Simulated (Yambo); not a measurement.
Consider the following.

```xyz
2
Lattice="0.0000 2.3056 2.3056 2.3056 0.0000 2.3056 2.3056 2.3056 0.0000" Properties=species:S:1:pos:R:3 pbc="T T T"
B      0.0000     0.0000     0.0000
P      3.4584     3.4584     3.4584
```

Workflow: norm-conserving PBEsol (Quantum ESPRESSO, 76 Ry, without SOC), then G0W0 in Yambo (6×6×6 Γ-centred k mesh, 84 bands and a 14 Ry block in the screening, 84 bands in G with the Bruneval-Gonze terminator, plasmon pole fitted at 27.2 eV).

Question: Give the PBEsol and G0W0 gaps between the band edges found on this mesh, and say where the edges lie.

Answer: Edges: Γ → X. PBEsol: 1.32 eV; G0W0: 2.18 eV. The mesh misses an edge: along a dense path the PBEsol gap is 1.20 eV. Convergence of the G0W0 settings was not tested. 

Geometry strained from the cell relaxed with PBEsol, atoms relaxed again.
